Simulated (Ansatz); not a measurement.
Nb4NiSe8 in space group P6_3/mmc (No. 194; Pearson symbol hP26), PBE in the plane-wave PAW code Ansatz, all energies at zero smearing, with the estimated change up to a 700 eV cutoff added, with one set of potentials and settings (totals compare only within such a set). Cell of 26 atoms (8 Nb, 2 Ni, 16 Se): -135624.237 eV.

```
element                             reference phase  E (eV/atom)
-------  ------------------------------------------  -----------
Nb                       Im-3m, 1 atoms in the cell   -4552.2836
Ni       Fm-3m, 1 atoms in the cell, spin-polarised   -5839.7239
Se                      P3_121, 3 atoms in the cell   -5469.0798
```

Formation energy per atom, worked out: (-135624.237 − 8×(-4552.2836) − 2×(-5839.7239) − 16×(-5469.0798))/26 = -0.817 eV/atom (-79 kJ per mol of atoms), at 0 K, without zero-point energy or fitted corrections.

The workflow started from a Materials Project entry (that database holds measured and hypothetical structures alike); the Crystallography Open Database copy checked does not list it. Whether it is the stable phase at ambient conditions was not checked. The cell was relaxed with PBE under the symmetry of its start; whether a distortion lowers the energy is not shown. Spin order of the final state: ferromagnetic, chosen from 2 collinear starts compared on coarse meshes (ties went to the first, and starts can fall back to one state), not a proven ground state. No Hubbard U is applied. The references are the lowest solids computed at this level, not always the standard phases.

Potentials: the later of the program's two PAW sets.
